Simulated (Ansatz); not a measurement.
## Electric field gradients in Sn3O

Theory: Ansatz 0.2.0, DFT PBE, scalar-relativistic, plane waves, PAW. Settings: 420 eV plane-wave cutoff, Γ-centred 6×6×6 mesh, Fermi-Dirac smearing of 0.15 eV. No spin polarisation.

Equilibrium structure at this level:
```
CELL_PARAMETERS angstrom
5.91068 0.00000 0.00000
-2.95534 5.11880 0.00000
0.00000 0.00000 6.05177
ATOMIC_POSITIONS crystal
Sn 0.33202 0.00000 0.00000
Sn 0.33202 0.33202 0.50000
Sn 0.00000 0.33202 0.00000
Sn 0.66798 0.00000 0.50000
Sn 0.66798 0.66798 0.00000
Sn 0.00000 0.66798 0.50000
O 0.33333 0.66667 0.25000
O 0.66667 0.33333 0.75000
```

The cell was built by swapping an element in a database structure (itself possibly hypothetical) and relaxing; it need not be the stable form of this composition. In a metal these results depend on the k mesh and the smearing. A semilocal functional can close a gap that the real compound has. Spin–orbit coupling is left out, which matters for gradients at heavy nuclei.

Give V_zz (10²¹ V/m²) and the asymmetry η at each distinct site.

## Answers

| atom | V_zz | η |
| --- | --- | --- |
| Sn (atom 1) | 12.83 | 0.58 |
| O (atom 7) | 0.373 | 0.00 |

Cost: 1 run of about 0.18 core-minutes, on Intel Xeon 6975P-C (Granite Rapids) (shared hosts).